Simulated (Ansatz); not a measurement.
SrO in space group P6_3/mmc (No. 194; Sr on 2d, O on 2c), DFT-r²SCAN in the program Ansatz with PAW potentials. The conduction-band minimum lies at Γ, with 1 equivalent valley. Second derivatives d²E/dk² of the lowest band at one valley (eV·Å²), along Cartesian directions:

```csv
direction,d²E/dk²
[100],20.46
[010],20.46
[001],15.04
[110],20.46
[101],17.75
[011],17.75
```

**Question.** Find the principal effective masses, the density-of-states mass and the conductivity mass.

**Answer.** Off-diagonal terms follow from H_xy = H[110] − (H_xx + H_yy)/2, and m*/mₑ = 7.620 eV·Å² over each eigenvalue: 0.37, 0.37, 0.51. One valley's DOS mass (m₁m₂m₃)^(1/3) = 0.41, conductivity mass 3/(Σ 1/mᵢ) = 0.41 mₑ.

**Question.** What effective density of states Nc follows at 300 K for parabolic valleys?

**Answer.** Nc = 2.509e19 × 1 × (0.41)^(3/2) ≈ 6.6e18 cm⁻³.

**Question.** With the computed static dielectric constant 9.35 (mean of the diagonal), estimate a hydrogenic donor's binding energy and radius.

**Answer.** E = 13.606 eV × 0.41/9.35² ≈ 64 meV; a = 0.529 Å × ε/m* ≈ 12 Å. Semilocal masses tend to be too small where the gap is.

The workflow started from a Materials Project entry (that database holds measured and hypothetical structures alike); the Crystallography Open Database copy checked does not list it. It is not the phase usual at ambient conditions (space group No. 225). The r²SCAN relaxation kept the symmetry of its start; phonons on a q-mesh show no instability. Spin–orbit coupling is left out wherever it is not named.

Potentials: the later of the program's two PAW sets.
